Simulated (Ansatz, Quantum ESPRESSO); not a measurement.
Given: the input of a run of Quantum ESPRESSO 7.5 on Y2Ge3. Atoms were shifted at random by some hundredths of an Å from the given cell, which wasn't relaxed again for these runs. The cell comes from a database or a generator and needn't be the stable form of this composition.

pw.in

```
&CONTROL
  calculation = 'scf'
  prefix = 'pwscf'
  outdir = './tmp'
  pseudo_dir = './pseudo'
  tprnfor = .true.
  tstress = .true.
  disk_io = 'nowf'
/
&SYSTEM
  ibrav = 0
  nat = 5
  ntyp = 2
  ecutwfc = 55
  ecutrho = 440
  nbnd = 43
  occupations = 'smearing'
  smearing = 'fd'
  degauss = 0.00367493
/
&ELECTRONS
  conv_thr = 1d-09
  electron_maxstep = 120
  mixing_beta = 0.5
/
ATOMIC_SPECIES
Y     88.9058 Y_pbe_v1.uspp.F.UPF
Ge    72.6300 ge_pbe_v1.4.uspp.F.UPF
CELL_PARAMETERS angstrom
   4.3924264328    0.0000000000    0.0000000000
  -2.1962132164    3.8039528751    0.0000000000
   0.0000000000    0.0000000000    7.1072950000
ATOMIC_POSITIONS crystal
Y      0.0016820000    0.0053600000    0.2636030000
Y      0.0057590000    0.0061860000    0.7246470000
Ge     0.6686720000    0.3550100000   -0.0010880000
Ge     0.6572940000    0.3325150000    0.5066350000
Ge     0.3165290000    0.6610150000   -0.0020320000
K_POINTS automatic
7 7 4 0 0 0
```

Potentials or basis: SSSP 1.3 efficiency PBE.

Launch:

```bash
$ OMP_NUM_THREADS=1 pw.x -in pw.in > pw.out
```

**Question.** Set up the same calculation for Ansatz 0.2.0. Potentials or basis there: Ansatz PAW, cutoff 420 eV.

**Answer.** As run (cutoffs and basis follow the program's own potentials, and thresholds, step limits or extra output files can differ):

Contents of input.yaml:

```yaml
crystal:
  lattice:
    - [4.3924264328, 0.0, 0.0]
    - [-2.1962132164, 3.8039528751, 0.0]
    - [0.0, 0.0, 7.107295]
  atoms:
    - { symbol: "Y", position: [0.001682, 0.00536, 0.263603] }
    - { symbol: "Y", position: [0.005759, 0.006186, 0.724647] }
    - { symbol: Ge, position: [0.668672, 0.35501, -0.001088] }
    - { symbol: Ge, position: [0.657294, 0.332515, 0.506635] }
    - { symbol: Ge, position: [0.316529, 0.661015, -0.002032] }
hamiltonian:
  xc: pbe
  pseudopotentials: { kind: paw }
kpoints:
  mp_grid: { grid: [7, 7, 4] }
scf:
  occupations: { method: fermi_dirac, width: 0.05 }
output:
  forces: true
  stress: true
  eigenvalues: true
  write_density: true
  write_potential: true
  elf: true
  volumetric_format: npy
```

Potentials or basis: Ansatz PAW.

The run is started by

```bash
$ ansatz run input.yaml --threads 2 --pin off --max-ram 5120MiB --backend cpu --events-out ev --progress --plain --runs-dir out
```

Both were run:

|  | Quantum ESPRESSO | Ansatz |
| --- | --- | --- |
| Pressure | 0.5 GPa | 0.6 GPa |
| Largest force | 0.530 eV/Å | 0.531 eV/Å |
| Energy over the undisturbed cell | 10.8 meV/atom | 10.8 meV/atom |

Ansatz's pressure holds a Pulay term of +0.02 GPa for its cutoff of 420 eV, which the other run lacks.

Where Ansatz's input types no cutoff or centring, it takes its own default and a Γ-centred mesh.

Pressure is positive in compression.
